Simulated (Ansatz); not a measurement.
Rb$_{2}$NaRhF$_{6}$:
```
CELL_PARAMETERS angstrom
      0.00000     4.23411     4.23411
      4.23411     0.00000     4.23411
      4.23411     4.23411     0.00000
ATOMIC_POSITIONS crystal
  Rb 0.75000 0.75000 0.75000
  Rb 0.25000 0.25000 0.25000
  Na 0.50000 0.50000 0.50000
  Rh 0.00000 0.00000 0.00000
  F  0.76531 0.23469 0.23469
  F  0.23469 0.76531 0.76531
  F  0.23469 0.76531 0.23469
  F  0.76531 0.23469 0.76531
  F  0.23469 0.23469 0.76531
  F  0.76531 0.76531 0.23469
```

r²SCAN in the plane-wave PAW code Ansatz gives a gap of 2.60 eV without spin–orbit coupling, maximum on the X–U line, 4 % of the way from X, minimum at X.

Problem. What happens when spin–orbit coupling is switched on?

Solution. The gap decreases by 0.10 eV, to 2.50 eV; maximum at X, minimum at X.

Problem. Give the electron effective mass with spin–orbit coupling.

Solution. 1.6, 2.4, 2.4 mₑ (principal values).

Problem. Give the hole effective mass with spin–orbit coupling.

Solution. 6.5, 12, 12 mₑ (principal values).

Space group Fm-3m. The workflow started from a Materials Project entry (that database holds measured and hypothetical structures alike); the Crystallography Open Database files this formula in space group No. 225, but the cells were not matched. Its standing as an ambient phase is unchecked. The cell was relaxed with r²SCAN under the symmetry of its start; whether a distortion lowers the energy is not shown. No spin polarisation was allowed.

Potentials: the later of the program's two PAW sets.
